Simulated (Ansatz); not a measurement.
## A short bond in Pd (hcp type)

```
Pd
1.0
     2.79837    0.00000    0.00000
    -1.39918    2.42346    0.00000
     0.00000    0.00000    4.53336
Pd
2
Direct
  0.33333 0.66667 0.25000
  0.66667 0.33333 0.75000
```

The cell is a prototype at a set volume, not relaxed; it needn't be the stable phase.

Its shortest bond, of 2.784 Å between atom 1 (Pd) and the nearest image of atom 2 (Pd), is scaled by moving both atoms along it, with the cell held. The force apart is half the difference of the two atoms' forces along the bond; it holds the pull and push of their other neighbours too.

Computed with Ansatz 0.2.0; functional PBEsol, scalar-relativistic. Settings: a Γ-centred 12×12×7 k mesh, Fermi–Dirac smearing of 0.05 eV, no spin polarisation. Methods: LAPW: all electrons, basis error target 1 meV/atom; PAW: frozen-core files, cutoff 420 eV; crystal datasets: all electrons, by PAW datasets that the program makes for each cell; PAW (cutoff 600 eV): frozen-core files, cutoff 600 eV.

Energies are extrapolated to zero smearing and count from the unscaled cell; pressure is positive in compression; gaps take the mesh and a band path. No temperature or zero-point motion is included.

The PAW files were made under PBE.

```tsv
bond (Å)	force apart (eV/Å)	P LAPW (GPa)	ΔE LAPW (eV/atom)	P PAW − LAPW (GPa)	ΔE PAW − LAPW (meV/atom)	force PAW − LAPW (eV/Å)
2.784	0.00	-8.72	0.000	0.06	0.0	0.000
2.283	4.70	12.26	0.463	0.00	-0.4	-0.003
2.115	9.15	?	1.018	-0.02	-0.6	0.001
1.948	?	66.3	2.103	-0.08	-0.6	-0.003
```

Q: Give the missing entry: row "2.115", column "P LAPW (GPa)".

A: 32.8.

Q: Fill in "force apart (eV/Å)" for the row "1.948".

A: 17.89.

Q: At the last bond length, how far do crystal datasets and PAW (cutoff 600 eV) lie from LAPW in pressure and in the largest force component?

A: crystal datasets: +0.01 GPa, 0.003 eV/Å; PAW (cutoff 600 eV): -0.19 GPa, 0.032 eV/Å, on a LAPW pressure of 66.3 GPa.

Q: How do the Löwdin populations by LAPW change from the unscaled cell to the last row, on the two atoms of the bond?

A: Pd1 4d 9.38 → 9.30, Pd2 4d 9.38 → 9.30 electrons an atom. These are projections on the shells that the free atoms fill; 1.25 e a cell lies outside them at the start and 1.41 e at the end.
